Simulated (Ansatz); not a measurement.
Simulated powder pattern, Fe Kα, λ = 1.93735 Å (kinematic, ideal powder, no thermal factors, no anomalous dispersion; the 30 strongest lines at most, above 1 %, up to 2θ = 90°):

```json
[
 {"2θ (°)": "42.67", "I/Imax (%)": "49"},
 {"2θ (°)": "56.02", "I/Imax (%)": "61"},
 {"2θ (°)": "57.31", "I/Imax (%)": "100"},
 {"2θ (°)": "72.85", "I/Imax (%)": "8.9"},
 {"2θ (°)": "82.50", "I/Imax (%)": "35"},
 {"2θ (°)": "88.28", "I/Imax (%)": "1.6"},
 {"2θ (°)": "89.35", "I/Imax (%)": "68"},
 {"2θ (°)": "89.39", "I/Imax (%)": "82"}
]
```

The pattern belongs to a structure relaxed with DFT-PBE in the program Ansatz with PAW potentials.

Task: Pick the material that matches.
A. B2Ir, P6/mmm (Ir on 1a, B on 2d)
B. BAs, P6_222 (B on 3d, As on 3c)
C. B, Cmce (B on 8f)
D. BAs, CsCl type

Result: C, B, Cmce (B on 8f)

Task: Give the lattice parameters.

Result: a = 2.938 Å, b = 5.325 Å, c = 3.263 Å.

The start of the workflow was typed in or built on a structure type; neither database checked (COD, Materials Project) lists it. It is not the phase usual at ambient conditions (space group No. 166). The PBE relaxation kept the symmetry of its start; whether a distortion lowers the energy is not shown.

Potentials: the earlier of the program's two PAW sets.
